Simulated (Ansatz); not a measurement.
# BaAg₂As₂: pressure against volume

A database entry relaxed whole under r2SCAN (I4/mmm):

```xyz
5
Lattice="-2.2851 2.2851 5.6329 2.2851 -2.2851 5.6329 2.2851 2.2851 -5.6329" Properties=species:S:1:pos:R:3 pbc="T T T"
Ba    0.0000    0.0000    0.0000
Ag    0.0000    2.2851    2.8164
Ag    2.2851    0.0000    2.8164
As    0.0000    0.0000    4.3334
As    0.0000    0.0000    6.9323
```

The cell was scaled uniformly, its shape held, and the atoms relaxed at each volume with plane-wave PAW DFT (Ansatz 0.2.0; r2SCAN, 500 eV, 10×10×10 Γ-centred mesh, fermi-dirac occupations of width 0.100 eV; no spin, no spin-orbit coupling). One row is withheld.

| volume (Å³/atom) | energy over the lowest (meV/atom) | pressure (GPa) |
| --- | --- | --- |
| 22.119 | 18.9 | 4.52 |
| 22.590 | ? | ? |
| 23.061 | 2.0 | 1.36 |
| 23.531 | 0.0 | 0.02 |
| 24.002 | 1.7 | -1.16 |
| 24.473 | 6.8 | -2.22 |
| 24.943 | 14.7 | -3.16 |

Fit the pressures of the other rows to the third-order Birch-Murnaghan form.

With f = [(V₀/V)^(2/3) − 1]/2 and P = 3B₀f(1 + 2f)^(5/2)[1 + 3(B₀′ − 4)f/2], least squares gives V₀ = 23.54 Å³ an atom, B₀ = 62.6 GPa and B₀′ = 4.7; the rows miss the fit by less than 0.01 GPa. The slope of the energies differs from these pressures by less than 0.05 GPa.

What does the withheld row hold?

The fit gives 2.85 GPa at 22.590 Å³; the run gave 2.85 GPa and 8.1 meV an atom.

Caveats: the shape of the cell was held, so B₀ is an upper bound where the axes differ in stiffness; 0 K, fixed nuclei; the symmetry was kept, and this need not be the phase that is stable at 0 K; one mesh for all volumes; pressure is positive in compression.
